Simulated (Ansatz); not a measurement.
MnIr at 15 GPa (stress–strain coefficients): relaxed-ion elastic tensor

The calculation used Ansatz, DFT LDA, scalar-relativistic, plane waves, PAW. Settings: 420 eV plane-wave cutoff, Γ-centred 16×16×12 mesh, Fermi-Dirac smearing of 0.15 eV. No spin polarisation.

The cell, relaxed at 15 GPa:
```
Mn Ir
1.0
     2.56978    0.00000    0.00000
     0.00000    2.56978    0.00000
     0.00000    0.00000    3.52244
Mn Ir
1 1
Direct
  0.50000 0.50000 0.50000
  0.00000 0.00000 0.00000
```

In a metal, frequencies and elastic constants depend on the k mesh and the smearing, soft modes and shear constants most. Spin polarisation was left out, and a magnetic state may lie lower. Spin–orbit coupling is left out, which can shift energies with elements as heavy as these. Other phases may be more stable at this pressure.

Q: Give the relaxed-ion elastic constants (GPa, Voigt order xx yy zz yz xz xy, on the axes of the cell above).

A:
```
868.1 155.4 300.1   0.0   0.0   0.0
155.4 868.1 300.1   0.0   0.0   0.0
300.1 300.1 652.0   0.0   0.0   0.0
  0.0   0.0   0.0 316.7   0.0   0.0
  0.0   0.0   0.0   0.0 316.7   0.0
  0.0   0.0   0.0   0.0   0.0 159.6
```

Q: Is the crystal stable against homogeneous strain?

A: Yes: the least eigenvalue of the tensor is 159.6 GPa.

Q: And the moduli of a polycrystal (Hill averages)?

A: B = 433 GPa, G = 254 GPa, E = 638 GPa, ν = 0.25.

Cost: 1 run of about 4.8 core-minutes, on AMD EPYC (Zen 3) (shared hosts).